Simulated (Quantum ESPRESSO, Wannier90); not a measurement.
## Wannier functions of BaS (rock salt)

```xyz
2
Lattice="0.0000 3.2257 3.2257 3.2257 0.0000 3.2257 3.2257 3.2257 0.0000" Properties=species:S:1:pos:R:3 pbc="T T T"
Ba     0.0000     0.0000     0.0000
S      3.2257     3.2257     3.2257
```

Structure: Materials Project mp-1500, symmetrised, not relaxed again. COD (Crystallography Open Database) has an entry of this formula and space group (matched by these alone). Method: LDA plane waves in Quantum ESPRESSO 7.5 (PseudoDojo norm-conserving files, 46 Ry, no spin polarisation, no spin-orbit coupling), Bloch states on a 8×8×8 mesh through Γ, Wannier90 4.0.1. Density: 8×8×8 mesh, cold smearing 0.01 Ry. Spin-orbit coupling is left out although heavy elements are present.

A tight-binding model is made by disentanglement and projection with no localisation steps (num_iter = 0), so the 10 orbitals stay atom-like: hydrogen-like Ba: s;d; S: s;p, axes along x, y, z; frozen window up to 3.56 eV relative to the valence-band maximum. It follows pw.x to 5.6 meV rms for states up to 3.1 eV relative to the valence-band maximum. Matrix elements depend on this choice of orbitals and windows.

### Question
What are the on-site energies relative to the valence-band maximum, and how fast do the hoppings decay?

### Answer
```json
[
 {"atom": "Ba1", "orbitals": "s", "energy (eV)": "6.51"},
 {"atom": "Ba1", "orbitals": "dz2 dx2-y2", "energy (eV)": "6.29"},
 {"atom": "Ba1", "orbitals": "dxz dyz dxy", "energy (eV)": "5.09"},
 {"atom": "S2", "orbitals": "s", "energy (eV)": "-9.24"},
 {"atom": "S2", "orbitals": "pz px py", "energy (eV)": "0.22"}
]
```

```json
[
 {"distance of the centres (Å)": "3–4", "largest modulus (eV)": "1.4"},
 {"distance of the centres (Å)": "4–5", "largest modulus (eV)": "0.59"},
 {"distance of the centres (Å)": "5–6", "largest modulus (eV)": "0.012"},
 {"distance of the centres (Å)": "6–7", "largest modulus (eV)": "0.25"},
 {"distance of the centres (Å)": "7–8", "largest modulus (eV)": "0.041"},
 {"distance of the centres (Å)": "9–10", "largest modulus (eV)": "0.079"},
 {"distance of the centres (Å)": "10–11", "largest modulus (eV)": "0.037"},
 {"distance of the centres (Å)": "11–12", "largest modulus (eV)": "0.0047"},
 {"distance of the centres (Å)": "12–13", "largest modulus (eV)": "0.032"}
]
```
